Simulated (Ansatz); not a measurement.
The elements of this relaxed trial crystal are hidden behind letters.

```
lattice vectors (Å)
   2.9554    0.0000    0.0000
  -1.4777    2.5594    0.0000
   0.0000    0.0000    9.6402
fractional positions
X 0.6667 0.3333 0.0000
Z 0.6667 0.3333 0.5000
Z 0.3333 0.6667 0.7634
Z 0.3333 0.6667 0.2366
```

Theory: DFT PBE, scalar-relativistic, plane waves, PAW in Ansatz 0.2.0. The final run on the 4-atom cell used 420 eV, a Γ-centred 18×18×6 mesh, 0.10 eV smearing and no spin polarisation.

| Quantity | Value |
| --- | --- |
| Space group | P-6m2 (No. 187) |
| Conventional cell | a = 2.955 Å, c = 9.640 Å |
| Volume per atom | 18.23 Å³ |
| Density | 5.60 g/cm³ |
| Formation energy | +0.41 eV/atom |
| Gap on the 18×18×6 mesh of the 4-atom cell | 0 eV (a metal) |

Energies are uncorrected and count from the elements' standard states at the same level.

Q: X is a p-block element of period 3 and Z is a p-block element of period 4. Which elements are they?

A: X = Si, Z = Ge, so the formula is SiGe3. Density times volume gives a mean mass of 5.60 × 18.23/1.6605 = 61.5 u per atom, and this set has 61.5 u. Among the elements that the hints allow, noble gases aside, only these give it. Si has 6 Ge at 2.85 Å and 6 Si at 2.96 Å; around Ge on a site of symmetry -6m2 lie 12 Ge at 2.96–3.06 Å; around Ge on a site of symmetry 3m lie 3 Si at 2.85 Å and 9 Ge at 2.96–3.06 Å.

Symmetry constrained the relaxation, so the result can be a saddle point. Another cell of SiGe3 relaxed alike, in P-4m2, lies 0.40 eV/atom lower, so this cell isn't the stable form at this level.
